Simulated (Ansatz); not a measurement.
Values for one crystal, relaxed and computed with DFT-LDA in the program Ansatz with PAW potentials; other levels are named.

| Quantity | Value |
|---|---|
| Volume per atom | 27.11 Å³ |
| Band gap | 0.46 eV (direct) |
| Electron effective mass | 0.047 mₑ (isotropic) |
| Hill bulk and shear moduli | 57.7 and 15.9 GPa |
| Zero-point energy | 23.6 meV/atom |
| Hole effective mass, band 1 of 2 at the edge | 1.4 along x, 1.4 along z (mₑ) |
| Elastic constants (relaxed ions, GPa) | C11 = 80.0, C12 = 49.7, C13 = 42.3, C33 = 90.8, C44 = 13.6 |

Problem. Pick the material that matches.
A) MgS, rock salt
B) CdSe, wurtzite
C) BaTiO3, cubic perovskite
D) BeTe, zinc blende

Solution. B, CdSe, wurtzite

Space group P6_3mc (wurtzite). The LDA relaxation kept the symmetry of its start; phonons on a q-mesh show no instability. Spin–orbit coupling is left out wherever it is not named.

Potentials: the later of the program's two PAW sets.
